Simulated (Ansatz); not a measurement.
**Property card for SbPd**

SbPd:
```xyz
2
Lattice="3.3908 0.0000 0.0000 0.0000 3.3908 0.0000 0.0000 0.0000 3.3908" Properties=species:S:1:pos:R:3 pbc="T T T"
Pd     0.0000     0.0000     0.0000
Sb     1.6954     1.6954     1.6954
```

Space group Pm-3m (No. 221), CsCl type; conventional cell a = b = c = 3.3908 Å, α = β = γ = 90.00°.

Method: the program Ansatz at the r²SCAN level (PAW). Structure relaxed to zero pressure with the same functional. Other levels are named where they apply.

**Cell and energy**

* **Volume per atom**: 19.49 Å³
* **Density**: 9.72 g/cm³
* **Formation energy from the elements (no fitted shifts)**: -0.19 eV/atom

**Electronic structure**

- Electronic character = metallic (no gap)
- Density of states at the Fermi level = 0.42 states/eV per atom (mean over ±0.08 eV)
- Gap with spin–orbit coupling = none (metallic)

**Mechanics**

- Bulk modulus (Birch–Murnaghan fit): 115 GPa
- Pressure derivative B′: 5.2
- Elastic constants (relaxed ions, GPa): C11 = 121, C12 = 113, C44 = 17.4
- Mechanical stability: stable (all eigenvalues of C positive)
- Hill bulk and shear moduli: 116 and 9.9 GPa
- Young's modulus: 29.0 GPa
- Poisson's ratio: 0.46
- Debye temperature from the elastic constants: 128 K

**Charges**

- Bader charges: Pd -0.30, Sb +0.30 e

A made-up cell: these elements were put on the sites of a structure type; neither database checked (COD, Materials Project) lists it. COD files the formula under space group No. 194. Its standing as an ambient phase is unchecked. The r²SCAN relaxation kept the symmetry of its start; whether a distortion lowers the energy is not shown. No spin polarisation was allowed. As this level gives no gap, shear constants depend on the k-mesh and smearing (Fermi–Dirac, 0.1 eV here). The references are the lowest solids computed at this level, not always the standard phases. Scalar-relativistic: spin–orbit coupling is off unless named, which matters more the heavier the elements.

Potentials: the earlier of the program's two PAW sets.
